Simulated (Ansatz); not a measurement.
## Calculated ²⁵Mg nuclear quadrupole resonance for MgW

Cell: a structure deposited in the COD, ions relaxed with PBE at fixed cell.

```
Mg W
1.0
     4.68000    0.00000    0.00000
     0.00000    5.66000    0.00000
    -0.02834    0.00000    4.91992
Mg W
2 2
Direct
  0.50000 0.20355 0.75000
  0.50000 0.79645 0.25000
  0.00000 0.92222 0.75000
  0.00000 0.07778 0.25000
```

Atom numbers follow the list; atoms alike are taken as one site, whose name carries the number of the first.

All values are calculated (Ansatz; DFT, PBEsol, plane waves and PAW, scalar-relativistic, 420 eV cutoff, Γ-centred 7×6×7 k-points, Fermi–Dirac smearing 0.05 eV), not measured.

²⁵Mg: I = 5/2, Q = 199.4 mb (year-2017 value). Static lattice, zero field.

(1) Predict the zero-field ²⁵Mg lines of each site.

Results:

(1) For I = 5/2 and η = 0 the lines are 3|C_Q|/20 and twice that; η pulls their ratio below 2.

| site | atoms | V_zz (10²¹ V/m²) | C_Q (MHz) | η | line frequencies (MHz) |
| --- | --- | --- | --- | --- | --- |
| Mg | 1, 2 | -2.19 | -10.5 | 0.27 | 1.70, 3.12 |

At Mg V_zz runs parallel to the line that joins its two neighbours (within 1°).

At this cell the PBEsol pressure is -11 GPa (principal stresses up to 21 GPa in size), so with PBEsol the cell would shrink if it were relaxed. With no gap above 0.1 eV, as in a metal, the gradients converge slowly in k; expect changes of a tenth or more on a denser mesh. Without spin–orbit coupling the gradients at and beside W can be off by some per cent, at some sites by more.
